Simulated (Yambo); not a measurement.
MoF6 (space group Im-3m, No. 229), G0W0@LDA in Yambo; all else as in the reference (2×2×2 Γ-centred k mesh, bands 2 to 187 and a 7 Ry block in the screening, 187 bands in G with the Bruneval-Gonze terminator, plasmon pole fitted at 27.2 eV). One parameter is varied: the cutoff of the wavefunctions in Yambo, over 10, 20, 30, 50, 84 Ry.

Q: From which value on does the gap Γ → N stay within 0.05 eV of the largest setting?

A: From 30 Ry on.
| cutoff of the wavefunctions in Yambo (Ry) | G0W0 gap (eV) | valence shift (eV) |
|---|---|---|
| 10 | 8.14 | -1.08 |
| 20 | 8.59 | -1.72 |
| 30 | 8.66 | -1.87 |
| 50 | 8.66 | -1.91 |
| 84 | 8.66 | -1.92 |
The last step of the sweep still moves the gap by 6 meV; the other settings are held fixed.

Spin-orbit coupling is not included.

Geometry of the Materials Project entry, not relaxed at this level; primitive cell a = b = c = 5.486 Å, α = β = γ = 109.47°.

The structure is a Materials Project entry; no match was found in the copy of COD used, and its stability was not checked.

A shift is the quasiparticle energy of the state minus its LDA energy.
